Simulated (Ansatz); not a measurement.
LiTaO3:
```xyz
10
Lattice="2.5694 1.4835 4.5887 -2.5694 1.4835 4.5887 0.0000 -2.9669 4.5887" Properties=species:S:1:pos:R:3 pbc="T T T"
Li     0.0000     0.0000     3.8838
Li     0.0000     0.0000    10.7668
Ta     0.0000     0.0000    13.7529
Ta     0.0000     0.0000     6.8699
O      1.0074    -1.3153     7.8329
O     -1.6428    -0.2148     7.8329
O      0.6354     1.5301     7.8329
O     -0.6354    -1.4368     5.5386
O      1.5620     0.1681     5.5386
O     -0.9266     1.2687     5.5386
```

Relaxed with PBEsol.

Decompose the optical modes at the zone centre into irreducible representations, and say which are infrared and Raman allowed.

Point group 3m: Γ_opt = 4A1 + 5A2 + 9E. Infrared: A1, E. Raman: A1, E.

Assign frequencies (DFPT, DFT-PBEsol in the program Ansatz with PAW potentials; without the LO–TO term).

E 139, A2 175, E 192, A1 203, E 246, A1 255, A2 279, E 311, E 358, A1 360, E 371, A2 381, A2 441, E 449, E 577, A1 582, E 661, A2 905 cm⁻¹.

Space group R3c. The cell was relaxed with PBEsol under the symmetry of its start. The run is not spin-polarised. Spin–orbit coupling is left out wherever it is not named.

Potentials: the earlier of the program's two PAW sets. The files were generated under PBE; for other functionals the program regenerates the frozen cores, and for LDA and PBEsol the local potential too.
